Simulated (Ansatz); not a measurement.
# Zn2N: rattling a relaxed structure

It was reached by relaxing an invented guess, and it needn't be the stable form of this composition.

Theory: DFT PBE, scalar-relativistic, plane waves, PAW (Ansatz 0.2.0). Cutoff 420 eV; k points 18×18×12 on the computed 3-atom cell (Γ-centred); Gaussian smearing, width 0.10 eV; no spin polarisation.

The cell below (3 atoms, space group P-6m2 (No. 187)) is relaxed within its symmetry.

```
Zn N
1.0
     3.51004    0.00000    0.00000
    -1.75502    3.03978    0.00000
     0.00000    0.00000    3.99770
Zn N
2 1
Direct
  0.00000 0.00000 0.50000
  0.33333 0.66667 0.00000
  0.00000 0.00000 0.00000
```

For the test a repeat of it with 6 atoms (edges 3.51, 3.51, 8.00 Å) was strained at random (σ = 1.5 % a component), the atoms were moved at random (σ = 0.15 Å), and all was relaxed again on a coarse 6×6×4 mesh (in the run’s order of axes) with 0.20 eV smearing, with no symmetry imposed.

An odd number of electrons in the primitive cell allows no gap without spin; a larger cell or a magnetic state could open one.

Task: Does it come back?

Result: It doesn't return. The energy falls by 46 meV/atom on that mesh, the volume changes by -0.9 %, and the end has space group P-6m2 (No. 187) at a loose tolerance. Relaxed again on a 12×12×6 mesh with 0.10 eV smearing, the new structure lies 45 meV/atom below the first (mesh in the axes of the run's cell; the cell below is made exact in the group named). Space group P-6m2 (No. 187), hexagonal, a = 3.450 Å, c = 8.192 Å. Zn on a site of symmetry -6m2 has 2 N at 1.85 Å; around Zn on a second site of symmetry -6m2 lie 2 N at 2.24 Å and 6 Zn at 2.70 Å; Zn on a site of symmetry 3m is surrounded by 3 N at 2.04 Å and 3 Zn at 2.70 Å; around N lie 1 Zn at 1.85 Å, 3 Zn at 2.04 Å and 1 Zn at 2.24 Å.

```cif
data_structure
_symmetry_space_group_name_H-M 'P-6m2'
_symmetry_Int_Tables_number 187
_cell_length_a 3.4497
_cell_length_b 3.4497
_cell_length_c 8.1920
_cell_angle_alpha 90.000
_cell_angle_beta 90.000
_cell_angle_gamma 120.000
_cell_volume 84.43
loop_
_atom_site_label
_atom_site_type_symbol
_atom_site_symmetry_multiplicity
_atom_site_Wyckoff_symbol
_atom_site_fract_x
_atom_site_fract_y
_atom_site_fract_z
_atom_site_occupancy
Zn1 Zn 1 e 0.66667 0.33333 0.00000 1
Zn2 Zn 1 f 0.66667 0.33333 0.50000 1
Zn3 Zn 2 g 0.00000 0.00000 0.72171 1
N1 N 2 i 0.66667 0.33333 0.77358 1
```
